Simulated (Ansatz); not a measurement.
CdS:
```yaml
crystal:
  lattice:
    - [4.19676, 0.00000, 0.00000]
    - [-2.09838, 3.63450, 0.00000]
    - [0.00000, 0.00000, 6.82931]
  atoms:
    - { symbol: Cd, position: [0.66667, 0.33333, 0.50022] }
    - { symbol: Cd, position: [0.33333, 0.66667, 0.00022] }
    - { symbol: S, position: [0.66667, 0.33333, 0.87678] }
    - { symbol: S, position: [0.33333, 0.66667, 0.37678] }
```

The program Ansatz at the PBE level (PAW) gives a gap of 1.11 eV without spin–orbit coupling, maximum at Γ, minimum at Γ.

Question: What happens when spin–orbit coupling is switched on?

Answer: The gap shrinks by 0.02 eV, to 1.09 eV; maximum at Γ, minimum at Γ.

Question: Give the electron effective mass with spin–orbit coupling.

Answer: 0.12, 0.13, 0.13 mₑ (principal values).

Question: Give the hole effective mass with spin–orbit coupling.

Answer: 0.26, 0.26, 1.8 mₑ (principal values).

Space group P6_3mc (wurtzite). The PBE relaxation kept the symmetry of its start.

Potentials: the earlier of the program's two PAW sets.
